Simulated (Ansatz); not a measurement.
CsSnI₃ in space group P4/mbm (No. 127; Cs on 2d, Sn on 2b, I on 4h, I on 2a), r²SCAN (plane waves, PAW; program Ansatz), all energies at zero smearing, with the estimated change up to a 700 eV cutoff added, with one set of potentials and settings (totals compare only within such a set). Cell of 10 atoms (2 Cs, 2 Sn, 6 I): -68627.898 eV.

```tsv
element	reference phase	E (eV/atom)
Cs	Im-3m, 1 atoms in the cell	-5685.9274
Sn	Fd-3m, 2 atoms in the cell	-6038.6401
I	Cmce, 4 atoms in the cell	-7528.0245
```

Formation energy per atom, worked out: (-68627.898 − 2×(-5685.9274) − 2×(-6038.6401) − 6×(-7528.0245))/10 = -1.062 eV/atom (-102 kJ per mol of atoms), at 0 K, without zero-point energy or fitted corrections.

The workflow started from a Materials Project entry (that database holds measured and hypothetical structures alike); the Crystallography Open Database files this formula in space group No. 127, but the cells were not matched. It is not the phase usual at ambient conditions (space group No. 62). The r²SCAN relaxation kept the symmetry of its start; whether a distortion lowers the energy is not shown. The references are the lowest solids computed at this level, not always the standard phases. Spin–orbit coupling is left out wherever it is not named.

Potentials: the later of the program's two PAW sets.
